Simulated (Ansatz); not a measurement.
TaCuN2:
```cif
data_CuN2Ta
_chemical_formula_sum 'Ta1 Cu1 N2'
_space_group_name_H-M_alt 'P 1'
_space_group_IT_number 1
_cell_length_a 6.05501
_cell_length_b 6.05501
_cell_length_c 6.05501
_cell_angle_alpha 29.877
_cell_angle_beta 29.877
_cell_angle_gamma 29.877
loop_
_space_group_symop_operation_xyz
  'x, y, z'
loop_
_atom_site_label
_atom_site_type_symbol
_atom_site_fract_x
_atom_site_fract_y
_atom_site_fract_z
_atom_site_occupancy
Ta1 Ta 0.50000 0.50000 0.50000 1
Cu1 Cu 0.00000 0.00000 0.00000 1
N1 N 0.10557 0.10557 0.10557 1
N2 N 0.89443 0.89443 0.89443 1
```

Relaxed with PBEsol. DFT-PBEsol in the program Ansatz with PAW potentials gives a gap of 0.37 eV.

Task: What gap does HSE06 give on the same cell (Ansatz, PAW)?

Result: 1.46 eV, 1.09 eV more. The hybrid was solved on a coarser mesh and at special points; the gap given is the minimum over both.

Cost on shared cores: the PBEsol run (SCF on a 10×10×10 mesh, then bands and DOS) roughly 60 core-seconds, the HSE06 run (SCF on 8×8×8, then a few points) very roughly 6 core-minutes; the tasks are unlike.

Space group R-3m. The first step of the workflow began from a Materials Project structure, measured or hypothetical; the Crystallography Open Database files this formula in space group No. 166, but the cells were not matched. Whether it is the stable phase at ambient conditions was not checked. The PBEsol relaxation kept the symmetry of its start; its stability against distortions is not shown here. No spin polarisation was allowed. Spin–orbit coupling is left out wherever it is not named.

Potentials: the later of the program's two PAW sets.
